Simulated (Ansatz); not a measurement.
SiO₂:
```yaml
crystal:
  lattice:
    - [2.82558, 0.00000, 0.00000]
    - [0.00000, 2.82558, 0.00000]
    - [0.00000, 0.00000, 8.19227]
  atoms:
    - { symbol: Si, position: [0.00000, 0.00000, 0.00000] }
    - { symbol: Si, position: [0.50000, 0.50000, 0.50000] }
    - { symbol: O, position: [0.00000, 0.50000, 0.10199] }
    - { symbol: O, position: [0.00000, 0.50000, 0.60199] }
    - { symbol: O, position: [0.50000, 0.00000, 0.39801] }
    - { symbol: O, position: [0.50000, 0.00000, 0.89801] }
```

Relaxed with r²SCAN. Special points in fractions of this cell's reciprocal vectors: Γ (0.000, 0.000, 0.000); X (0.000, 0.500, 0.000); M (0.500, 0.500, 0.000); Z (0.000, 0.000, 0.500); R (0.000, 0.500, 0.500); A (0.500, 0.500, 0.500).

**Question.** List the band energies nearest the valence-band maximum at these points for r²SCAN in the plane-wave PAW code Ansatz.

**Answer.** In eV from the valence-band maximum; about four levels below and three above (degenerate sets whole), none deeper than 8.9 eV; points with the same levels are listed once.

| k | below | above |
|---|---|---|
| Γ | -0.57 -0.57 -0.37 -0.37 | 5.94 7.46 7.52 |
| X | -0.67 -0.67 -0.35 -0.35 | 9.17 9.17 11.30 11.30 |
| M | -2.18 -2.18 -0.71 -0.71 | 8.11 8.11 9.53 9.53 |
| Z | -0.55 -0.55 -0.38 -0.38 | 6.67 6.67 7.87 7.87 |
| R | -0.75 -0.75 -0.35 -0.35 | 9.21 9.21 11.51 11.51 |
| A | -2.35 -2.35 -2.35 -2.35 -0.72 -0.72 | 8.78 8.78 8.78 8.78 |

Space group P4_2/nmc. The cell is a constructed one: a structure type filled with these elements; neither database checked (COD, Materials Project) lists it. It is not the phase usual at ambient conditions (space group No. 92, 152, 154). Symmetry was held in the r²SCAN relaxation; whether a distortion lowers the energy is not shown.

Potentials: the earlier of the program's two PAW sets.
